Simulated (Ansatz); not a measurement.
Ta5Si3 (space group I4/mcm)

```yaml
crystal:
  lattice:
    - [-3.25176, 3.25176, 5.90702]
    - [3.25176, -3.25176, 5.90702]
    - [3.25176, 3.25176, -5.90702]
  atoms:
    - { symbol: Ta, position: [0.01442, 0.18504, 0.50000] }
    - { symbol: Ta, position: [0.98558, 0.81496, 0.50000] }
    - { symbol: Ta, position: [0.18504, 0.68504, 0.17062] }
    - { symbol: Ta, position: [0.81496, 0.31496, 0.82938] }
    - { symbol: Ta, position: [0.68504, 0.51442, 0.50000] }
    - { symbol: Ta, position: [0.31496, 0.48558, 0.50000] }
    - { symbol: Ta, position: [0.51442, 0.01442, 0.82938] }
    - { symbol: Ta, position: [0.48558, 0.98558, 0.17062] }
    - { symbol: Ta, position: [0.50000, 0.50000, 0.00000] }
    - { symbol: Ta, position: [0.00000, 0.00000, 0.00000] }
    - { symbol: Si, position: [0.13020, 0.63020, 0.76040] }
    - { symbol: Si, position: [0.86980, 0.36980, 0.23960] }
    - { symbol: Si, position: [0.63020, 0.86980, 0.50000] }
    - { symbol: Si, position: [0.36980, 0.13020, 0.50000] }
    - { symbol: Si, position: [0.75000, 0.75000, 0.00000] }
    - { symbol: Si, position: [0.25000, 0.25000, 0.00000] }
```

The slice is a (001) plane (indices of the conventional cell) through the point (0.870, 0.370, 0.240) (fractional), spanned by u = [101] and v = [011] in vectors of this cell: u (6.50 Å) and v (6.50 Å, at 90° to u). It covers one period; positions are fractions (u, v).

Computed with PBEsol (plane waves to 420 eV, PAW, scalar-relativistic; Ansatz, a first-principles code). k mesh 8×8×8. Near the nuclei the fields are pseudised (PAW); where an atom keeps semicore shells as valence, they peak there. Spin-orbit coupling is left out, though Ta is heavy. Ta5Si3 is run without spin polarisation. Ta5Si3 was relaxed with its symmetry unable to fall.

The ELF has a maximum in the middle third of the Si–Si line. Where, and how high?

0.67, 1.1 Å from Si.

What is the valence density on the shortest Si–Si line in this plane (2.40 Å), at its midpoint?

0.44 e/Å³.

Predict the map of the electrostatic potential energy of an electron, from the cell's mean on the slice.


```
|xxxxx5899999863000001564xxxx|
|xxxx169999875310123578861xxx|
|xxxx47999863xxxxx15799984xxx|
|xx025789973xxxxxxx379999741x|
|21012357760xxxxxxx0689999864|
|3000000354xxxxxxxxx489999986|
|0xxxxxx022xxxxxxxxx478999985|
|0xxxxxxx01xxxxxxxxx467889971|
|xxxxxxxx000xxxxxxx0344467750|
|xxxxxxxx0130xxxxx000xxx03530|
|xxxxxxxx026530x0110xxxxxx120|
|xxxxxxxx0478765541xxxxxxxx10|
|0xxxxxxx0699988750xxxxxxxx00|
|00xxxx00479999985xxxxxxxxx13|
|520000025799999860xxxxxxxx36|
|875421012468999973xxxxxxxx58|
|998630xxxx268999850xxxxxx379|
|9985xxxxxxx269997630xxx03689|
|9972xxxxxxxx4776421012467899|
|9860xxxxxxxx2540000002579999|
|885xxxxxxxxx120xxxxxx0379999|
|7750xxxxxxxx000xxxxxxx058998|
|4431xxxxxxx010xxxxxxxx037765|
|xx000xxxxxx320xxxxxxxx02541x|
|xxxx010x025640xxxxxxxx012xxx|
|xxxx0355678850xxxxxxxx000xxx|
|xxxxx4788999720xxxxxxx01xxxx|
|xxxxx47899998500xxxx0032xxxx|
```
Scale: ten equal steps from 4.00 (start of '0') to 12.15 (end of '9'), in the order '0123456789'. Values: electrostatic potential energy of an electron, from the cell's mean, in eV. The map has 28 points along u (one character each, u = 0 at the left) and 28 along v (v = 0 in the bottom row). Points within 1 Å of a nucleus are blanked (x), as the pseudised field means little there. Values under 4 eV are set to 4. The zero, the cell's mean, hangs on the PAW cores.
